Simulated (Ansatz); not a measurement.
FePt:
```yaml
crystal:
  lattice:
    - [2.68829, 0.00000, 0.00000]
    - [0.00000, 2.68829, 0.00000]
    - [0.00000, 0.00000, 3.71288]
  atoms:
    - { symbol: Fe, position: [0.00000, 0.00000, 0.00000] }
    - { symbol: Pt, position: [0.50000, 0.50000, 0.50000] }
```
The run is spin-polarised; directions of the spins, atom by atom: ↑ ↑.

Relaxed with PBEsol.

**Question.** Which orbitals make up the states near the Fermi level in PBEsol (plane waves, PAW; program Ansatz)?

**Answer.** Within 0.5 eV of the Fermi level: Fe 3d 63 %, Pt 5d 26 %. Projections are on Löwdin-orthogonalised atomic valence shells; empty p or d shells of many metals are not among them.

**Question.** Tabulate the density of states.

**Answer.** States/eV per cell of 2 atoms, in 0.25 eV bins, energy from the Fermi level.

```csv
E (eV),total,Pt 5d,Fe 3d,Pt 6s
-7.85,0.30,0.03,0.01,0.17
-7.60,0.33,0.04,0.01,0.18
-7.35,0.37,0.06,0.01,0.19
-7.10,0.46,0.12,0.03,0.21
-6.85,0.68,0.25,0.07,0.24
-6.60,1.03,0.50,0.12,0.25
-6.35,1.51,0.88,0.18,0.26
-6.10,1.92,1.24,0.23,0.20
-5.85,2.37,1.56,0.34,0.15
-5.60,2.66,1.79,0.47,0.13
-5.35,2.58,1.78,0.49,0.11
-5.10,2.46,1.82,0.45,0.09
-4.85,2.74,2.00,0.54,0.12
-4.60,2.13,1.51,0.48,0.07
-4.35,2.21,1.54,0.49,0.09
-4.10,2.50,1.71,0.60,0.09
-3.85,2.73,1.70,0.80,0.11
-3.60,2.46,1.39,0.85,0.09
-3.35,3.19,1.61,1.34,0.09
-3.10,3.23,1.38,1.61,0.09
-2.85,3.09,1.25,1.63,0.08
-2.60,3.03,1.29,1.54,0.06
-2.35,3.58,1.70,1.67,0.07
-2.10,3.01,1.28,1.54,0.05
-1.85,2.73,1.18,1.34,0.06
-1.60,2.13,0.88,1.03,0.05
-1.35,2.41,0.95,1.22,0.04
-1.10,3.15,1.01,1.86,0.04
-0.85,3.05,1.05,1.74,0.04
-0.60,3.29,1.19,1.90,0.04
-0.35,2.32,0.74,1.40,0.05
-0.10,1.38,0.31,0.90,0.05
0.15,1.15,0.25,0.72,0.05
0.40,1.48,0.27,1.03,0.05
0.65,2.50,0.39,1.90,0.05
0.90,2.29,0.46,1.62,0.05
1.15,2.39,0.49,1.68,0.07
1.40,2.28,0.38,1.69,0.06
1.65,2.41,0.36,1.82,0.07
1.90,0.85,0.14,0.47,0.08
2.15,0.68,0.13,0.26,0.10
2.40,0.72,0.14,0.22,0.13
2.65,0.60,0.10,0.17,0.10
2.90,0.61,0.09,0.16,0.10
3.15,0.60,0.08,0.14,0.10
3.40,0.56,0.07,0.11,0.09
3.65,0.53,0.06,0.09,0.08
3.90,0.50,0.05,0.08,0.08
4.15,0.48,0.04,0.07,0.07
4.40,0.45,0.03,0.06,0.06
4.65,0.42,0.03,0.05,0.06
```

Space group P4/mmm (L1₀ or tetragonal B2). The PBEsol relaxation kept the symmetry of its start. Spin order of the final state: ferromagnetic, chosen from 5 collinear starts compared on coarse meshes (ties went to the first, and starts can fall back to one state), not a proven ground state. Textbook magnetic order: ferromagnetic. Scalar-relativistic: spin–orbit coupling is off unless named, which matters more the heavier the elements.

Potentials: the earlier of the program's two PAW sets. The files were generated under PBE; for other functionals the program regenerates the frozen cores, and for LDA and PBEsol the local potential too.
